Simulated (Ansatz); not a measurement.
**RbAg₃: forces and stress of a distorted cell**

Cell: generated RbAg₃ built from the Cu3Au structure and then distorted, one atom being moved towards a neighbour.

Level of theory: PBE (LAPW, all electrons, scalar relativity, no spin–orbit coupling, point nuclei; Ansatz). Occupations are Fermi–Dirac at 0.15 eV on a coarse k-mesh, 2×2×2 (half-step shift); the results hold for that mesh. In metals such a mesh can move stress, forces and moments by their own size. Spin-restricted.

Extended XYZ with forces in eV/Å (energy in eV, pressure in GPa):

```xyz
4
Lattice="4.8744 -0.1170 -0.1164 -0.1170 5.0367 -0.1674 -0.1164 -0.1674 4.8992" Properties=species:S:1:pos:R:3:forces:R:3 pbc="T T T" free_energy=-515098.3701 pressure=0.27
Rb    0.1949    1.9774    1.8300    0.3419    0.5910   -0.2734
Ag    0.2896    4.5194    4.0191    0.1008   -0.3111    0.1586
Ag    2.8564    2.1874    4.2024   -0.1635    0.1541   -0.1226
Ag    2.5578    4.9738    1.7549   -0.2792   -0.4340    0.2374
```

Stress xx yy zz yz xz xy in GPa, positive in compression: 0.33 0.91 -0.44 -2.00 -1.28 -2.29.

(1) Switch to r2SCAN by all-electron PAW datasets generated for the cell without frozen cores, scalar-relativistic, point nucleus, all else held.

(2) Switch to LDA (PW92) by all-electron full-potential LAPW, scalar-relativistic, point nucleus, all else held.

## Answers

(1) Compared with PBE, the pressure decreases by 1.26 GPa to -0.99 GPa, and the forces move by 0.038 eV/Å (r.m.s. over the atoms).

Forces in eV/Å:
```
Rb1   0.327  0.577 -0.281
Ag2   0.101 -0.338  0.162
Ag3  -0.133  0.162 -0.153
Ag4  -0.295 -0.401  0.273
```

(2) Against PBE, the pressure goes down by 4.00 GPa to -3.73 GPa, and the forces move by 0.143 eV/Å (r.m.s. over the atoms).

Forces in eV/Å:
```
Rb1   0.261  0.467 -0.230
Ag2   0.115 -0.349  0.078
Ag3  -0.068  0.142 -0.171
Ag4  -0.308 -0.259  0.323
```
